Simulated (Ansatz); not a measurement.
Geometry optimisation in Ansatz: input, command and trajectory.

```yaml
crystal:
  lattice:
    - [-2.9401404553, 2.9401404553, 1.5993019889]
    - [2.9401404553, -2.9401404553, 1.5993019889]
    - [2.9401404553, 2.9401404553, -1.5993019889]
  atoms:
    - { symbol: Sn, position: [0.75, 0.25, 0.5] }
    - { symbol: Sn, position: [0.0, 0.0, 0.0] }
basis:
  ecutwfc: 420
kpoints:
  mp_grid: { grid: [14, 14, 14] }
hamiltonian:
  xc: pbesol
scf:
  occupations: { method: gaussian, width: 0.1 }
output:
  forces: true
  stress: true
  eigenvalues: true
relax:
  adjacent_minimum: "off"
  f_tol: 0.005
  max_steps: 80
  cell: { stress_tol: 0.05 }
```

```bash
ansatz run input.yaml --threads 1 --pin off --max-ram 2560MiB --backend cpu --events-out ev --progress --plain --runs-dir out
```

All numbers below come from DFT PBEsol, scalar-relativistic, plane waves, PAW in Ansatz 0.2.0.

Of 5 frames 5 are shown, positions in Å and forces in eV/Å; the SCF threshold varies from step to step. Steps run on the plane waves of an earlier cell, with a Pulay correction in the pressure. The basis is chosen afresh for the last frame, the zero of the energies, and at times for earlier ones too; energy and pressure step there, also at an unchanged geometry.

```xyz
2
Lattice="-2.9401 2.9401 1.5993 2.9401 -2.9401 1.5993 2.9401 2.9401 -1.5993" Properties=species:S:1:pos:R:3:forces:R:3 pbc="T T T" step=1 free_energy_over_end_meV_per_atom=3.72 pressure_GPa=-1.48
Sn    0.0000    2.9401    0.7997    0.0000    0.0000    0.0000
Sn    0.0000    0.0000    0.0000    0.0000    0.0000    0.0000
2
Lattice="-2.8997 2.8997 1.5805 2.8997 -2.8997 1.5805 2.8997 2.8997 -1.5805" Properties=species:S:1:pos:R:3:forces:R:3 pbc="T T T" step=2 free_energy_over_end_meV_per_atom=0.38 pressure_GPa=0.64
Sn    0.0000    2.8997    0.7903    0.0000    0.0000    0.0000
Sn    0.0000    0.0000    0.0000    0.0000    0.0000    0.0000
2
Lattice="-2.9110 2.9110 1.5867 2.9110 -2.9110 1.5867 2.9110 2.9110 -1.5867" Properties=species:S:1:pos:R:3:forces:R:3 pbc="T T T" step=3 free_energy_over_end_meV_per_atom=-0.14 pressure_GPa=-0.03
Sn    0.0000    2.9110    0.7934    0.0000    0.0000    0.0000
Sn    0.0000    0.0000    0.0000    0.0000    0.0000    0.0000
2
Lattice="-2.9099 2.9099 1.5870 2.9099 -2.9099 1.5870 2.9099 2.9099 -1.5870" Properties=species:S:1:pos:R:3:forces:R:3 pbc="T T T" step=4 free_energy_over_end_meV_per_atom=-0.15 pressure_GPa=0.00
Sn    0.0000    2.9099    0.7935    0.0000    0.0000    0.0000
Sn    0.0000    0.0000    0.0000    0.0000    0.0000    0.0000
2
Lattice="-2.9099 2.9099 1.5870 2.9099 -2.9099 1.5870 2.9099 2.9099 -1.5870" Properties=species:S:1:pos:R:3:forces:R:3 pbc="T T T" step=5 free_energy_over_end_meV_per_atom=0.00 pressure_GPa=0.00
Sn    0.0000    2.9099    0.7935    0.0000    0.0000    0.0000
Sn    0.0000    0.0000    0.0000    0.0000    0.0000    0.0000
```

It took 55 s on 1 thread of Arm Neoverse V2, with other jobs on the host, peak memory 0.48 GiB.